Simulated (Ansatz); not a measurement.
AgCl (rock salt)

```
CELL_PARAMETERS angstrom
      0.00000     5.61150     5.61150
      2.80575     2.80575     5.61150
      2.80575     2.80575     0.00000
ATOMIC_POSITIONS crystal
  Cl 0.00000 0.00000 0.00000
  Cl 0.50000 0.00000 0.00000
  Ag 0.00000 0.50000 0.50000
  Ag 0.50000 0.50000 0.50000
```

The atoms are displaced by Q × the pattern below (from a DFPT mode at X = (0.5, 0.5, 0.0), largest move 1; Q in Å), at fixed cell. (q is in reciprocal vectors of the primitive cell; the cell shown is doubled to hold the pattern.)

```tsv
atom	x	y	z
Cl1	0.000	0.000	-0.437
Cl2	0.000	0.000	0.437
Ag3	0.000	0.000	-1.000
Ag4	0.000	0.000	1.000
```

The numbers are results of PBE (plane waves to 420 eV, PAW, scalar-relativistic; Ansatz, a program for electronic structure), not measurements. k mesh 10×10×10 (Γ-centred), Fermi-Dirac smearing 0.05 eV. The energy includes the smearing's −TS. AgCl was relaxed with its symmetry unable to fall. ΔE is measured from the undisplaced structure.

| Q (Å) | ΔE (meV/cell) |
|---|---|
| -0.100 | 10.8 |
| -0.067 | 4.8 |
| -0.033 | 1.2 |
| 0.000 | 0.0 |
| 0.033 | 1.2 |
| 0.067 | 4.8 |
| 0.100 | 10.8 |

### Question
Which DFPT wavenumber at X = (0.5, 0.5, 0.0) belongs to this mode?
(A) 166 cm⁻¹
(B) 129 cm⁻¹
(C) 34 cm⁻¹
(D) 51 cm⁻¹

### Answer
D, 51 cm⁻¹. The curvature of the scan gives 51 cm⁻¹

(A displaced cell: forces are minus the slopes of the energy, force constants its curvatures, and phonons follow from these.)
